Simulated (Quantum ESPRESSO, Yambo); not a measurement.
A free-standing SnS2 monolayer (symmetry P-3m1, slab cell 15.9 Å high). The layer was cut from Materials Project entry mp-1170 and relaxed with PBE+D3(BJ) in a cell 15.9 Å high, with the Coulomb interaction truncated along z. Chain: PBE (stringent potentials; Quantum ESPRESSO, PseudoDojo norm-conserving, 102 Ry, without SOC); G0W0 in Yambo (6×6×1 Γ-centred k mesh, bands 5 to 125 and a 6 Ry block in the screening, 125 bands in G with the Bruneval-Gonze terminator, plasmon pole fitted at 27.2 eV, slab-truncated Coulomb interaction, stochastic integration of W near q = 0); BSE (18×18×1 mesh, 5 valence and 4 conduction bands, static screening with 52 bands and a 3 Ry block, scissor 1.56 eV, Tamm-Dancoff, stochastic integration of W near q = 0).

```yaml
PBE gap (dense path): 1.57 eV
PBE gap (0, 0.167) → M on the GW mesh: 1.57 eV
PBE smallest direct gap on the GW mesh, at M: 1.83 eV
G0W0 direct gap at that point: 3.39 eV
G0W0 correction to the gap (0, 0.167) → M: 1.52 eV
direct gap on the BSE mesh, with the scissor: 3.39 eV
first BSE state allowed for light along x: 2.79 eV
lowest BSE state: 2.45 eV
binding_of_the_lowest_exciton: 0.95 eV
RPA in-plane polarisability along x: 3.19 Å (24×24×1 mesh, PBE bands)
```

Rough cost of the Yambo steps against G0W0 for 8 states: BSE within a factor of two, one RPA spectrum about 1/5.

Convergence of the G0W0 settings was not tested. The BSE states are vertical excitations (zero momentum); the indirect quasiparticle gap, about 3.09 eV, is smaller than the direct one (3.39 eV on the GW mesh). Convergence of the RPA response with its 24×24×1 mesh was not tested. Convergence of the binding with the mesh was not shown.

Spin-orbit splittings are left out.
